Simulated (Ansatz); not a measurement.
BeBi2O2, a known structure type with other elements, at an estimated volume

```
CELL_PARAMETERS angstrom
3.60609 0.00000 0.00000
-1.80304 3.12296 0.00000
-1.80304 1.04099 8.42138
ATOMIC_POSITIONS crystal
Bi 0.10902 0.89098 0.32706
Bi 0.89098 0.10902 0.67294
O 0.71648 0.28352 0.14944
O 0.28352 0.71648 0.85056
Be 0.50000 0.50000 0.50000
```

Level: r2SCAN, no spin polarisation; 500 eV; 10×10×10 Γ-centred mesh; fermi-dirac occupations (width 0.0167 eV); Ansatz 0.2.0, fixed geometry.

Problem. Give the Bader charges.

Solution. Bader charges in e: Be +0.91, Bi +0.36, O -0.82. In the mean Be gives up most and O takes most.

Problem. Is the cell too large or too small?

Solution. The pressure is -4.3 GPa (compression positive), so with the atoms held at these fractions the cell would first shrink; the forces are large, so a full relaxation may end otherwise. The principal stresses -6.7, -3.1, -3.1 GPa differ, so its shape would change too.

Problem. Describe some of the short contacts.

Solution. Bi–O at 2.56 Å: least valence density 0.31 e/Å³ and ELF 0.27 there. Bi–Be at 2.54 Å is left out, since its least density falls inside a PAW sphere. These are pseudo-fields; inside the PAW spheres they differ from the all-electron ones.

Problem. Is there a gap?

Solution. It is a metal, with about 3.2 states/eV a cell as the mean within 0.25 eV of the Fermi level, mostly O p (54 %) and Bi p (29 %).

Origin: a known structure type with other elements, at an estimated volume, so it need not be a known compound. Caveats: many states at the Fermi level without spin polarisation, so a magnetic state may lie lower; atoms or cell far from equilibrium.
